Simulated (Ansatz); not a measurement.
In PBE (plane waves, PAW; program Ansatz), Mg in the cubic phase (Fd-3m; Mg on 8a, Mg on 16d) relaxes to a = 8.296 Å.

Electronic character: metallic (no gap).

An equation-of-state fit gives a bulk modulus of 34.0 GPa.

The start of the workflow was typed in or built on a structure type; neither database checked (COD, Materials Project) lists it. It is not the phase usual at ambient conditions (space group No. 194). Symmetry was held in the PBE relaxation; whether a distortion lowers the energy is not shown.

Potentials: the earlier of the program's two PAW sets.
